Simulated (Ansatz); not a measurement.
Cs$_{3}$Bi:
```xyz
4
Lattice="0.0000 4.6842 4.6842 4.6842 0.0000 4.6842 4.6842 4.6842 0.0000" Properties=species:S:1:pos:R:3 pbc="T T T"
Cs     2.3421     2.3421     2.3421
Cs     7.0262     7.0262     7.0262
Cs     4.6842     4.6842     4.6842
Bi     0.0000     0.0000     0.0000
```

Relaxed with r²SCAN. Special points in fractions of this cell's reciprocal vectors: Γ (0.000, 0.000, 0.000); X (0.500, 0.000, 0.500); U (0.625, 0.250, 0.625); K (0.375, 0.375, 0.750); L (0.500, 0.500, 0.500); W (0.500, 0.250, 0.750).

Q: List the band energies nearest the valence-band maximum at these points for r²SCAN in the plane-wave PAW code Ansatz.

A: In eV from the valence-band maximum; about four levels below and three above (degenerate sets whole), none deeper than 8.9 eV; points with the same levels are listed once.

```tsv
k	below	above
Γ	-0.38 -0.38 -0.38	0.80 1.43 1.43
X	-8.80 -0.80 0.00 0.00	1.46 1.71 2.79
U	-8.79 -0.63 -0.31 -0.19	1.86 1.97 2.71
L	-8.82 -0.76 -0.44 -0.44	2.59 2.82 2.82
W	-8.79 -0.48 -0.48 -0.18	1.91 2.37 2.37
```

Space group Fm-3m. The first step of the workflow began from a Materials Project structure, measured or hypothetical; the Crystallography Open Database copy checked does not list it. With Cs and Bi taken as one species the cell has the higher symmetry Im-3m, so it may be an ordered model of a mixed-site phase. Whether it is the stable phase at ambient conditions was not checked. The r²SCAN relaxation kept the symmetry of its start; of distortions, only those at the zone centre were tested. Spin–orbit coupling is left out wherever it is not named.

Potentials: the later of the program's two PAW sets.
